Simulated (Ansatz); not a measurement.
Fe2Mo, a database entry at a rescaled volume

```xyz
12
Lattice="4.6242 0.0000 0.0000 -2.3121 4.0046 0.0000 0.0000 0.0000 7.6847" Properties=species:S:1:pos:R:3 pbc="T T T"
Mo    0.0000    2.6698    4.3752
Mo    2.3121    1.3349    0.5329
Mo    0.0000    2.6698    7.1519
Mo    2.3121    1.3349    3.3095
Fe    0.0000    0.0000    3.8424
Fe    0.0000    0.0000    0.0000
Fe    0.0000    1.3683    1.9212
Fe    3.4391    0.6842    5.7636
Fe    1.1271    3.3205    1.9212
Fe    2.3121    2.6363    5.7636
Fe   -1.1271    3.3205    1.9212
Fe    1.1850    0.6842    5.7636
```

The numbers come from plane-wave PAW DFT (Ansatz): r2SCAN, spin-orbit coupling, 500 eV, 7×7×4 Γ-centred k points, fermi-dirac occupations (width 0.1 eV). Nothing was relaxed.

The state carries no moments; the state need not be the lowest.

**Formation energy.** 0.41 eV an atom against the elements' usual phases (free molecules for gases, crystals otherwise, with no correction for O₂ or N₂), so at this geometry it isn't bound against them. Relaxing would lower it.
**At the Fermi level.** It is a metal, with about 19 states/eV a cell as the mean within 0.25 eV of the Fermi level, mostly Fe d (77 %) and Mo d (19 %).
**Charges.** Bader charges in e: Fe -0.26, Mo +0.52. In the mean Mo gives up most and Fe takes most, against the order of Pauling's electronegativities.
**Stress.** The pressure is -2.1 GPa (compression positive), so with the atoms held at these fractions the cell would first shrink. The principal stresses -6.1, -0.2, -0.2 GPa differ, so its shape would change too.
**Forces.** The largest is on Fe10 (and as large on other atoms): 0.11 eV/Å, components (0.00, -0.11, 0.00). It makes 30° with the line to a nearest neighbour, Fe8 at 2.25 Å, pointing towards it.

Origin: a database entry at a rescaled volume. Caveats: started without moments under time reversal, so no moment could form.
